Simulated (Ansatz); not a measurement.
CuCl (zinc blende, F-43m), DFT-LDA in the program Ansatz with PAW potentials. The conduction-band minimum lies at Γ, with 1 equivalent valley. Second derivatives d²E/dk² of the lowest band at one valley (eV·Å²), along Cartesian directions:

```csv
direction,d²E/dk²
[100],37.92
[010],37.92
[001],37.92
[110],37.91
[101],37.91
[011],37.91
```

### Question
Find the principal effective masses, the density-of-states mass and the conductivity mass.

### Answer
Off-diagonal terms follow from H_xy = H[110] − (H_xx + H_yy)/2, and m*/mₑ = 7.620 eV·Å² over each eigenvalue: 0.20, 0.20, 0.20. One valley's DOS mass (m₁m₂m₃)^(1/3) = 0.20, conductivity mass 3/(Σ 1/mᵢ) = 0.20 mₑ.

### Question
What effective density of states Nc follows at 300 K for parabolic valleys?

### Answer
Nc = 2.509e19 × 1 × (0.20)^(3/2) ≈ 2.2e18 cm⁻³.

### Question
With the computed static dielectric constant 7.35 (mean of the diagonal), estimate a hydrogenic donor's binding energy and radius.

### Answer
E = 13.606 eV × 0.20/7.35² ≈ 50 meV; a = 0.529 Å × ε/m* ≈ 19 Å. Semilocal masses tend to be too small where the gap is.

### Question
With ε∞ = 5.62 and ω_LO = 217 cm⁻¹, what Fröhlich coupling constant follows?

### Answer
α = (1/ε∞ − 1/ε0) √(m* × 13.606 eV/ħω_LO) = 0.42.

The LDA relaxation kept the symmetry of its start; phonons on a q-mesh show no instability. No spin polarisation was allowed.

Potentials: the later of the program's two PAW sets.
